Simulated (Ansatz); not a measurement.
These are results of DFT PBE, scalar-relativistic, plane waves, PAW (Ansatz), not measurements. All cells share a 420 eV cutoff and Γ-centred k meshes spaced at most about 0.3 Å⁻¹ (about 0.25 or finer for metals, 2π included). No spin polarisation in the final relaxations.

All energies are static (0 K, no zero-point motion).

Two relaxed structures of NbC₂:

1.

```
Nb C
1.0
     3.82731    0.00000    0.00000
    -1.91365    3.31455    0.00000
     0.00000    0.00000    5.72661
Nb C
2 4
Direct
  0.33333 0.66667 0.25000
  0.66667 0.33333 0.75000
  0.33333 0.66667 0.63302
  0.66667 0.33333 0.13302
  0.33333 0.66667 0.86698
  0.66667 0.33333 0.36698
```

2.

```
Nb C
1.0
     3.22467    0.00000    0.00000
     1.50316    3.83821    0.00000
     0.33944    1.99771   10.34042
Nb C
4 8
Direct
  0.77726 0.41832 0.14620
  0.52652 0.08727 0.63423
  0.47348 0.91273 0.36577
  0.22274 0.58168 0.85380
  0.79844 0.31326 0.36548
  0.52758 0.99589 0.82842
  0.42025 0.14151 0.03891
  0.05248 0.65150 0.51201
  0.94752 0.34850 0.48799
  0.57975 0.85849 0.96109
  0.47242 0.00411 0.17158
  0.20156 0.68674 0.63452
```

Problem. Which would you expect to be lower, and how large is the difference?

Solution. Cell 2 is lower, by 0.32 eV/atom. Cell 1 has space group P6_3/mmc (No. 194), 12.1 Å³/atom and no gap on its mesh; cell 2 has space group P-1 (No. 2), 10.7 Å³/atom and no gap. Counting C atoms around Nb (those within 1.25 times the shortest such distance or 1.15 times the sum of covalent radii; a plus sign parts nearer from farther groups; a slash parts the counts of unlike sites), cell 1 has Nb 8 and cell 2 has Nb 7/1+7. Cell 1 holds C–C pairs (shortest 1.34 Å); cell 2 holds C–C units of three or more atoms (shortest 1.40 Å). The denser one is the lower, and pressure would at first widen the difference. Even the lower one lies +0.27 eV/atom against the reference forms of the elements (uncorrected), so neither is stable at this level. In cell 1, Nb has 8 C at 2.19–2.31 Å; around C lie 1 C at 1.34 Å and 4 Nb at 2.19–2.31 Å. In cell 2, Nb on its first site has 7 C at 2.23–2.34 Å; Nb on its second site is surrounded by 1 C at 2.01 Å and 7 C at 2.20–2.50 Å; C on its first site is surrounded by 1 C at 1.44 Å and 4 Nb at 2.20–2.31 Å; 3 more sites not described. Both come from invented guesses.

Cells relaxed within their symmetry can be saddle points. The P-1 cell of NbC2 came from shaking the P6_3/mmc one.
